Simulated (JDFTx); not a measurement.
System: bromine monochloride, BrCl (SMILES ClBr), charge 0, multiplicity 1; geometry: optimised with GFN2-xTB in vacuum (no frequencies checked; largest PBE force component 0.4 eV/Å). Coordinates in Å:
```xyz
2

Cl     1.068    -0.018     0.009
Br    -1.068     0.018    -0.009
```

Method: PBE, GBRV ultrasoft potentials, plane waves to 20/100 Ha, in a modified build of JDFTx. Liquid: CANDLE, water, 1 M NaCl. The liquid run sits in a periodic box with 3.75 Å from the outermost atoms to the faces; the vacuum run is isolated. The box matters at about 0.01 eV. ΔG_solv is the difference of the two single-point energies, liquid minus vacuum; no corrections are added.

The values are those of the intact species: the continuum can't coordinate to it or react with it.

The solvation energy is 0.07 eV. The part: cavitation term of the fluid is 0.40 eV and the part: dispersion term of the fluid comes out as -0.26 eV. The part: electrostatic term of the fluid is -0.10 eV. The part: distortion of the solute's electrons is 0.02 eV, the dipole moment in vacuum is 0.49 D and the dipole moment in the liquid is 0.83 D. The highest occupied level in vacuum (zero: vacuum level) comes out as -7.01 eV. The highest occupied level in the liquid (zero: bulk electrolyte) is -6.77 eV, the volume of the model's cavity is 174.1 Å³ and the rough cost, vacuum and liquid run comes out as 60 s and 50 s of core time.
